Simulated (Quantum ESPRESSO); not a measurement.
**Kohn-Sham bands of ZrO$_{2}$ (P4₂/nmc)**

```
CELL_PARAMETERS angstrom
      3.60017     0.00000     0.00000
      0.00000     3.60017     0.00000
      0.00000     0.00000     5.22516
ATOMIC_POSITIONS crystal
  Zr 0.00000 0.00000 0.00000
  Zr 0.50000 0.50000 0.50000
  O  0.00000 0.50000 0.30177
  O  0.00000 0.50000 0.80177
  O  0.50000 0.00000 0.19823
  O  0.50000 0.00000 0.69823
```

Materials Project entry mp-2574; symmetrised, unrelaxed at this level. COD (Crystallography Open Database) has the formula in 4 space groups, this one among them (matched by group alone). Method: PBE plane waves in Quantum ESPRESSO 7.5 (PseudoDojo norm-conserving files, 68 Ry, no spin polarisation, no spin-orbit coupling), Bloch states on a 8×8×6 mesh through Γ, Wannier90 4.0.1. Density: 8×8×6 mesh, cold smearing 0.01 Ry.

Energies are relative to the valence-band maximum; weights are on the orthonormalised atomic waves of the pseudopotential files, averaged over the group. 48 electrons a cell are treated as valence.

```tsv
bands	from (eV)	to (eV)	filling	weight on atomic waves
1–2	-47.42	-47.36	filled	(withheld)
3–8	-26.01	-25.29	filled	(withheld)
9–12	-17.46	-15.32	filled	(withheld)
13–24	-5.14	0.00	filled	(withheld)
25–28	4.07	5.67	empty	(withheld)
```

Which atomic shells make up each group?


- 1–2, weight on atomic waves: Zr 4s 96 %
- 3–8, weight on atomic waves: Zr 4p 95 %
- 9–12, weight on atomic waves: O 2s 80 %, Zr 4d 10 %, Zr 5s 5 %
- 13–24, weight on atomic waves: O 2p 81 %, Zr 4d 15 %
- 25–28, weight on atomic waves: Zr 4d 85 %, O 2p 12 %

The Kohn-Sham gap over both meshes and the path is 4.07 eV.
